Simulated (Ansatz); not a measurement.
These are results of DFT PBE, scalar-relativistic, plane waves, PAW in Ansatz 0.2.0, not measurements. Settings: cutoff 420 eV, Γ-centred meshes spaced at most about 0.3 Å⁻¹, and about 0.25 Å⁻¹ or finer for metals (2π included), Gaussian smearing. Collinear spin in cells that started with moments and kept them past the coarse steps, no spin elsewhere.

These are static total energies at zero pressure. All come from trial cells, and lower structures may exist.

Question: These unrelaxed guesses for Sc3Te2 are each relaxed within their symmetry. Order them by the energy at which they end, lowest first.
A.

```
CELL_PARAMETERS angstrom
4.79497 0.00000 0.00000
-2.39749 4.15257 0.00000
0.00000 0.00000 5.88806
ATOMIC_POSITIONS crystal
Sc 0.00000 0.00000 0.74540
Sc 0.00000 0.00000 0.25460
Sc 0.66667 0.33333 0.00000
Te 0.66667 0.33333 0.50000
Te 0.33333 0.66667 0.00000
```

B.

```
CELL_PARAMETERS angstrom
4.07124 0.00000 0.00000
0.00000 4.07124 0.00000
0.00000 0.00000 7.36750
ATOMIC_POSITIONS crystal
Sc 0.50000 0.50000 0.84130
Sc 0.50000 0.50000 0.15870
Sc 0.50000 0.50000 0.50000
Te 0.00000 0.00000 0.00000
Te 0.00000 0.00000 0.50000
```

C.

```
CELL_PARAMETERS angstrom
4.99927 0.00000 0.00000
0.00000 4.99927 0.00000
0.00000 0.00000 4.99927
ATOMIC_POSITIONS crystal
Sc 0.50000 0.00000 0.00000
Sc 0.00000 0.50000 0.00000
Sc 0.00000 0.00000 0.50000
Te 0.50000 0.50000 0.50000
Te 0.00000 0.00000 0.00000
```

D.

```
CELL_PARAMETERS angstrom
4.67246 0.00000 0.00000
-2.33623 4.04647 0.00000
0.00000 0.00000 6.56108
ATOMIC_POSITIONS crystal
Sc 0.50000 0.00000 0.00000
Sc 0.00000 0.50000 0.00000
Sc 0.50000 0.50000 0.00000
Te 0.33333 0.66667 0.50000
Te 0.66667 0.33333 0.50000
```

Answer: A (ends in P-6m2, 0 meV/atom), B (ends in P4/mmm, 229 meV/atom), D (ends in P6/mmm, 251 meV/atom), C (ends in Pm-3m, 0.58 eV/atom).

Spin–orbit coupling, which can matter for Te, is left out. Another magnetic order may lie lower. Cells relaxed within their symmetry can be saddle points. Some types were kept out of the candidates beforehand, so the set may lack a known form.
